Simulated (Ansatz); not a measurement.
## Ni₂Ge: pressure against volume

Ni₂Ge, Pnma, a = 5.049 Å, b = 3.788 Å, c = 7.181 Å. The structure is a Materials Project entry; whether it is the stable form wasn't checked. Ansatz: PBEsol, PAW, 420 eV, Γ-centred 8×10×6 mesh on 12 atoms, Gaussian smearing 0.10 eV; no spin polarisation. Shape and atoms are relaxed at each volume; pressure is positive in compression.

| V (Å³/atom) | P (GPa) |
| --- | --- |
| 10.758 | ? |
| 11.101 | 6.27 |
| 11.445 | 0.00 |
| 11.788 | -5.21 |
| 12.131 | -9.51 |

Problem. Take V0 = 11.445 Å³/atom, fit the third-order Birch–Murnaghan form to the other rows, and predict the missing pressure.

Solution. With the Eulerian strain f = ½[(V0/V)^(2/3) − 1] and y = P/[3f(1 + 2f)^(5/2)], the form is the line y = B0 + 1.5 B0 (B0′ − 4) f. Rows (f, y): 0.01028, 193.2; -0.00975, 187.1; -0.01903, 183.5. Means f = -0.006167, y = 187.93; Σ(Δf)² = 0.0004488, ΣΔfΔy = 0.1466; the slope is their ratio. y = 189.9 + 326.7 f GPa, so B0 = 189.9 GPa and B0′ = 4 + 2 × (326.7)/(3 × 189.9) = 5.15. At V = 10.758, f = 0.02107, y = 196.78 and P = 13.79 GPa. The run gave 13.82 GPa, so the fit is 0.03 GPa too low, a small miss on the scale of the series. The form still works here, 33 % of the fitted range beyond its end.

Cost: 5 runs of about 17 core-minutes in all, on AMD EPYC 9R45 (Zen 5) (shared hosts).